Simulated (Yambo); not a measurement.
## LiC at +1 % isotropic strain: lowest vertical excitons

```
CELL_PARAMETERS angstrom
     -1.80483     2.42744     2.67842
      1.80483    -2.42744     2.67842
      1.80483     2.42744    -2.67842
ATOMIC_POSITIONS crystal
  Li 0.73848 0.23848 0.50000
  Li 0.26152 0.76152 0.50000
  C  0.87019 0.00000 0.87019
  C  0.12981 0.00000 0.12981
```

The PBEsol cell relaxed from Materials Project entry mp-1378 was given an isotropic strain of +1 % on all lattice vectors, and the atoms were relaxed again.

BSE in Yambo on PBEsol (pw.x of Quantum ESPRESSO, ONCV potentials, no spin-orbit coupling) bands: 8×8×8 mesh, 4 valence and 2 conduction bands, static screening with 24 bands and a 4 Ry block, scissor 2.35 eV, Tamm-Dancoff; field along x.

```tsv
state	energy (eV)	states within 2 meV	relative strength	class	main transitions
1	4.83	1	< 0.01	dark	VB → CB (94 %)
2	5.09	1	< 0.01	dark	several band pairs
3	5.33	1	< 0.01	dark	VB → CB (100 %)
4	5.38	1	< 0.01	dark	several band pairs
5	5.44	1	< 0.01	dark	VB → CB (99 %)
6	5.47	1	< 0.01	dark	VB → CB (76 %)
7	5.50	1	< 0.01	dark	several band pairs
8	5.55	1	< 0.01	dark	VB → CB (84 %)
9	5.55	1	< 0.01	dark	VB → CB (99 %)
10	5.65	1	< 0.01	dark	VB → CB (100 %)
```

These are vertical excitations (zero momentum); the indirect quasiparticle gap, about 5.50 eV, is smaller than the direct one (5.84 eV on the GW mesh). The direct quasiparticle gap on this mesh is 5.84 eV; counted from there, state 1 is bound by 1.01 eV. Convergence with the mesh was not shown.

Spin singlets only. Strengths are relative to the strongest of the lowest states of this run; strong means a line over 3 % of the spectrum's maximum, dark under 0.03 %. Absolute energies carry the error of the G0W0 scissor, whose convergence isn't established; the long-wavelength screening was taken along (1,1,1) although the crystal is anisotropic.
